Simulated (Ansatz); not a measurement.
# W (Im-3m): electronic heat capacity and spin susceptibility from the density of states

Level of theory: Ansatz, DFT r2SCAN, scalar-relativistic, plane waves, PAW.

Cutoff 500 eV; k points 18×18×18 on the computed 1-atom cell (Γ-centred); Gaussian smearing, width 0.10 eV; no spin polarisation.

Relaxed cell: Im-3m, a = 3.168 Å, b = 3.168 Å, c = 3.168 Å, α = 90.00°, β = 90.00°, γ = 90.00°, 1 atom in the primitive cell.

The density of states at the Fermi level is 0.362 states/eV in the cell of 1 atom (1 formula unit; both spins, tetrahedra on a 27×27×27 mesh).

Q: What Sommerfeld coefficient and Pauli susceptibility does this give?

A: Per formula unit N(E_F) = 0.362 states/eV. γ = (π²/3) k_B² N(E_F) N_A = 2.357 mJ/(mol K²) per state/eV, so γ = 0.9 mJ/(mol K²), a mole of formula units. χ_P = μ_B² N(E_F) N_A = 3.23×10⁻⁵ emu/mol per state/eV gives 1.2×10⁻⁵ emu/mol. This is the bare band result: a measured γ of the same phase is as a rule larger by a factor 1 + λ from phonons and spin fluctuations, the spin part of χ is larger by the Stoner factor, and a measured χ also holds orbital and core terms. N(E_F) at one energy is sensitive to the mesh where the density of states has sharp peaks.

Spin-orbit coupling is left out, which matters for the bands of heavy elements.